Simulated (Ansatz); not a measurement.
A bilayer cut from bulk TiTe2 (CdI2 type), in the bulk's stacking and in-plane cell, with 15 Å of vacuum. The upper layer (atoms 4 to 6) slides over the lower.

```
CELL_PARAMETERS angstrom
      3.78396     0.00000     0.00000
      1.89198     3.27701     0.00000
      0.00000     0.00000    24.99287
ATOMIC_POSITIONS crystal
  Te 0.66667 0.66667 0.29791
  Ti 0.00000 0.00000 0.36639
  Te 0.33333 0.33333 0.43416
  Te 0.66667 0.66667 0.56584
  Ti 0.00000 0.00000 0.63361
  Te 0.33333 0.33333 0.70209
```

In-plane vectors a = (3.784, 0.000) Å, b = (1.892, 3.277) Å, area 12.40 Å². The shift is s times the vector a (length 3.784 Å), so s = 1 restores the start. Atoms relax along the normal only. γ = [E(shift) − E(0)] / area.

Level of theory: r2SCAN+rVV10 (plane waves to 500 eV, PAW, scalar-relativistic; Ansatz, a program for electronic structure). k mesh 14×14×1 (Γ-centred), Fermi-Dirac smearing 0.05 eV. E is the zero-smearing estimate. Forces were relaxed to 0.02 eV/Å only, which leaves the soft interlayer gap uncertain by some hundredths of an Å. Spin-orbit coupling is left out, though Te is heavy. TiTe2 is run without spin polarisation. TiTe2 was relaxed with its symmetry unable to fall. The zero of γ is zero shift.

```csv
s,gap between the layers (Å),γ (mJ/m²)
0.000,___,0
0.083,3.33,11
0.167,3.44,36
0.250,3.56,63
0.333,3.66,___
0.417,3.76,___
0.500,3.76,100
0.583,3.76,___
0.667,3.66,___
0.750,3.56,63
0.833,3.44,36
0.917,3.33,11
```

Q: Complete the blanks.

A: 
- 0.000, gap between the layers (Å): 3.29
- 0.333, γ (mJ/m²): 84
- 0.417, γ (mJ/m²): 96
- 0.583, γ (mJ/m²): 96
- 0.667, γ (mJ/m²): 84

(The slope of γ gives the shear force per area between the displaced halves; near zero shift its curvature is an elastic stiffness.)
